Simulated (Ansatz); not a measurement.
Polymorphs of MgO, each relaxed with plane-wave PAW r²SCAN (Ansatz code):

A: rock salt (Fm-3m)
a = b = c = 4.207 Å, α = β = γ = 90.00°

```
atom  site  symmetry       x       y       z
----  ----  --------  ------  ------  ------
Mg      4b      m-3m  0.5000  0.5000  0.5000
O       4a      m-3m  0.0000  0.0000  0.0000
```

B: CsCl type (Pm-3m)
a = 2.6251 Å, b = 2.6251 Å, c = 2.6251 Å, α = 90.00°, β = 90.00°, γ = 90.00°

```json
[
 {"atom": "Mg", "site": "1a", "symmetry": "m-3m", "x": "0.0000", "y": "0.0000", "z": "0.0000"},
 {"atom": "O", "site": "1b", "symmetry": "m-3m", "x": "0.5000", "y": "0.5000", "z": "0.5000"}
]
```

Question: Order them by energy per atom at 0 K (lowest first) at the level r²SCAN.

Answer: A (+0 meV/atom), B (+809 meV/atom)

Question: Give each one's gap.

Answer: A 5.68 eV; B 3.49 eV.

Not the usual ambient phase: B. Unstable at this level: B. All cells were relaxed under the symmetry of their starts (and spin orders); stability against distortions was not tested throughout.

Energies hold the estimated change up to a 700 eV cutoff; steps of a few meV lie near the error of the meshes.

Potentials: the earlier of the program's two PAW sets.
